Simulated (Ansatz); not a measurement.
Values for one crystal, relaxed and computed with r²SCAN (plane waves, PAW; program Ansatz); other levels are named.

```yaml
volume_per_atom: 12.74 Å³
band_gap: 2.17 eV (indirect)
smallest_direct_gap_on_the_standard_path: 2.28 eV
HSE06 gap on the r²SCAN cell: 3.21 eV
Electron effective mass with spin–orbit coupling, band 2 of 2 at the edge: 0.44 along [100], 0.51 along [110], 0.59 along [111] (mₑ)
Formation energy from the elements (no fitted shifts): -3.37 eV/atom
Electron effective mass, band 3 of 3 at the edge: 0.43 along [100], 0.44 along [110], 0.59 along [111] (mₑ)
```

Q: Pick the material that matches.
(A) TiO2, anatase
(B) ZrO2, Pnma (Zr on 4c, O on 4c, O on 4c)
(C) BaTiO3, cubic perovskite
(D) SiO2, R-3m (Si on 3a, O on 6c)

A: C, BaTiO3, cubic perovskite

Space group Pm-3m (cubic perovskite). This is a known high-temperature phase of the composition, computed here at zero pressure and temperature. Symmetry was held in the r²SCAN relaxation; whether a distortion lowers the energy is not shown. No spin polarisation was allowed. The references are the lowest solids computed at this level, not always the standard phases (solids in place of the gases). Spin–orbit coupling is left out wherever it is not named.

Potentials: the later of the program's two PAW sets.
